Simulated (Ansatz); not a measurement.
Consider a crystal of KAs4 in space group P4/mmm (No. 123), with K on 1a; As on 4i. A trial structure of KAs4 was built thus: K between sheets of the Se type, stage 2 (host As; sites filled 1 of 2). A sheet's type names the database crystal that the layer was cut from.

Theory: DFT PBE+D3(BJ), scalar-relativistic, plane waves, PAW in Ansatz. Cutoff 420 eV, Γ-centred mesh, Gaussian smearing, no spin polarisation.

Formation energies are uncorrected and refer to the elements' standard structures at the same level.

**Question.** Predict the relaxed structure.

**Answer.**

Space group P4/mmm (No. 123). a = 3.959 Å, b = 3.959 Å, c = 7.810 Å, α = 90.00°, β = 90.00°, γ = 90.00°
| atom | site | symmetry | x | y | z |
| --- | --- | --- | --- | --- | --- |
| K | 1a | 4/mmm | 0.0000 | 0.0000 | 0.0000 |
| As | 4i | 2mm. | 0.0000 | 0.5000 | 0.6579 |

K has 8 As at 3.32 Å and 4 K at 3.96 Å; As is surrounded by 1 As at 2.47 Å, 4 As at 2.80 Å and 2 K at 3.32 Å. Another local minimum with the same sites may exist.

**Question.** And its energy and gap?

**Answer.** The formation energy is −0.06 eV/atom. The gap on the 10×10×6 mesh of the 5-atom cell is 0 eV (a metal). Whether it is stable depends on the other phases of the system, which aren't compared here.

The last run used Gaussian smearing of 0.10 eV. An odd number of electrons in the primitive cell allows no gap without spin; a larger cell or a magnetic state could open one. The cell is a metal run without spin; a magnetic state may lie lower. Symmetry constrained the relaxation, so the result can be a saddle point.
